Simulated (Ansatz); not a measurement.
Ag (fcc, Cu type)

```
Ag
1.0
    4.05478     0.00000     0.00000
    0.00000     4.05478     0.00000
    0.00000     0.00000     4.05478
Ag
4
Cartesian
  0.00000   0.00000   0.00000
  2.02739   2.02739   0.00000
  2.02739   0.00000   2.02739
  0.00000   2.02739   2.02739
```

Scan: atom 1 (Ag, nearest neighbour Ag at 2.867 Å; its periodic images, 4.1 Å or more away, move with it) is displaced along Cartesian [111], direction (0.577, 0.577, 0.577) in Cartesian axes, by s. The other atoms stay.

Level of theory: PBEsol (plane waves to 420 eV, PAW, scalar-relativistic; Ansatz, a first-principles code). k mesh 9×9×9 (Γ-centred), Fermi-Dirac smearing 0.05 eV. The energy includes the smearing's −TS. With partly filled bands, energies and forces of such displacements shift with the k mesh and the smearing. On this mesh the relaxed cell isn't quite at rest: it carries a pressure of -0.2 GPa (compression positive) at the zero of the scan. Ag was relaxed with its symmetry unable to fall. The PAW data are Ansatz's earlier set. ΔE is measured from the undisplaced structure.

Successive frames, forces in eV/Å:

| frame | ΔE (meV/cell) | F on Ag1 | F on Ag2 | F on Ag3 | F on Ag4 |
|---|---|---|---|---|---|
| s = 0.172 Å | 89 | (-0.612, -0.612, -0.612) | (0.324, 0.324, -0.037) | (0.324, -0.037, 0.324) | (-0.037, 0.324, 0.324) |
| s = 0.344 Å | 385 | (-1.435, -1.435, -1.435) | (0.775, 0.775, -0.114) | (0.775, -0.114, 0.775) | (-0.114, 0.775, 0.775) |
| s = 0.516 Å | 986 | (-2.690, -2.690, -2.690) | (1.493, 1.493, -0.296) | (1.493, -0.296, 1.493) | (-0.296, 1.493, 1.493) |

What are the energy and the forces in the next frame, s = 0.688 Å?

ΔE (meV/cell) = 2054.

| atom | Fx | Fy | Fz |
|---|---|---|---|
| Ag1 | -4.607 | -4.607 | -4.607 |
| Ag2 | 2.651 | 2.651 | -0.695 |
| Ag3 | 2.651 | -0.695 | 2.651 |
| Ag4 | -0.695 | 2.651 | 2.651 |

(For displaced atoms, the force is minus the slope of the energy, and its curvature is a force constant, which sets phonon frequencies.)
